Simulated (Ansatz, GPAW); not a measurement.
This is a calculation of Co2Pd for Ansatz 0.2.0. The cell comes from a database or a generator and needn't be the stable form of this composition.

Contents of input.yaml:

```yaml
crystal:
  lattice:
    - [2.6379305253, 0.0, 0.0]
    - [-1.3189652627, 2.2845148484, 0.0]
    - [0.0, 0.0, 6.319344]
  atoms:
    - { symbol: Pd, position: [0.0, 0.0, 0.0] }
    - { symbol: Co, position: [0.6666666667, 0.3333333333, 0.349778], spin: 2.0 }
    - { symbol: Co, position: [0.3333333333, 0.6666666667, 0.650222], spin: 2.0 }
kpoints:
  mp_grid: { grid: [12, 12, 4] }
scf:
  occupations: { method: fermi_dirac, width: 0.05 }
hamiltonian:
  xc: pbesol
  pseudopotentials: { kind: all_electron, lapw: { basis_error: 0.001 } }
magnetization:
  spin_polarized: true
output:
  forces: true
  stress: true
  eigenvalues: true
  populations: true
```

Potentials or basis: all-electron LAPW, scalar-relativistic.

The run is started by

```console
$ ansatz run input.yaml --threads 4 --pin off --max-ram 12288MiB --backend cpu --events-out ev --progress --plain --runs-dir out
```

Task: What does the same run look like in GPAW 26.7.0 (ASE script)? Potentials or basis there: PAW data sets generated for this functional, cutoff 600 eV.

Result: As run (cutoffs and basis follow the program's own potentials, and thresholds, step limits or extra output files can differ):

File run.py:

```python
from ase import Atoms
from ase.dft.bandgap import bandgap
from ase.io import write
from ase.units import Bohr, GPa
from gpaw import GPAW, PW, setup_paths
from gpaw.elf import elf_from_dft_calculation

setup_paths.insert(0, '.')

atoms = Atoms(['Pd', 'Co', 'Co'],
              cell=[[2.6379305253, 0.0, 0.0],
                    [-1.3189652627, 2.2845148484, 0.0],
                    [0.0, 0.0, 6.319344]],
              scaled_positions=[[0.0, 0.0, 0.0],
                                [0.6666666667, 0.3333333333, 0.349778],
                                [0.3333333333, 0.6666666667, 0.650222]],
              pbc=True)
atoms.set_initial_magnetic_moments([0.0, 2.0, 2.0])

calc = GPAW(mode=PW(600),
            xc='PBEsol',
            kpts={'size': (12, 12, 4), 'gamma': True},
            occupations={'name': 'fermi-dirac', 'width': 0.05},
            nbands=33,
            convergence={'density': 1e-05, 'energy': 1e-05},
            maxiter=150,
            txt='gpaw.txt')
atoms.calc = calc
energy = atoms.get_potential_energy()
forces = atoms.get_forces()
stress = atoms.get_stress()
calc.write('gs.gpw')
write('result.traj', atoms)
print(f'Energy: {energy:.6f} eV')
print('Forces (eV/A):')
print(forces.round(4))
print('Stress (GPa):', (stress / GPa).round(3))
print('Moments:', calc.get_magnetic_moments().round(3))
print('Fermi level:', round(calc.get_fermi_level(), 4), 'eV')
print(f'Gap: {bandgap(calc)[0]:.4f} eV, direct: {bandgap(calc, direct=True)[0]:.4f} eV')

# fields on the real-space grid
write('density.cube', atoms, data=calc.get_pseudo_density() * Bohr**3)
write('potential.cube', atoms, data=calc.get_electrostatic_potential())
write('spin.cube', atoms, data=(calc.get_pseudo_density(spin=0) - calc.get_pseudo_density(spin=1)) * Bohr**3)
write('elf.cube', atoms, data=elf_from_dft_calculation(calc).data)
```

Potentials or basis: PAW data sets generated in the run's folder for this functional, pw.

Launch:

```console
$ gpaw-setup -f PBEsol Co Pd
$ OMP_NUM_THREADS=1 python run.py
```

Both were run:

|  | Ansatz | GPAW |
| --- | --- | --- |
| Pressure | -10.5 GPa | -10.4 GPa |
| Net moment | 3.80 μB per cell | 3.80 μB per cell |

Where Ansatz's input types no cutoff or centring, it takes its own default and a Γ-centred mesh.

The magnetic state is the one that the start led to; the real crystal's order can differ.

The cell lies far from this level's equilibrium.

Pressure is positive in compression.
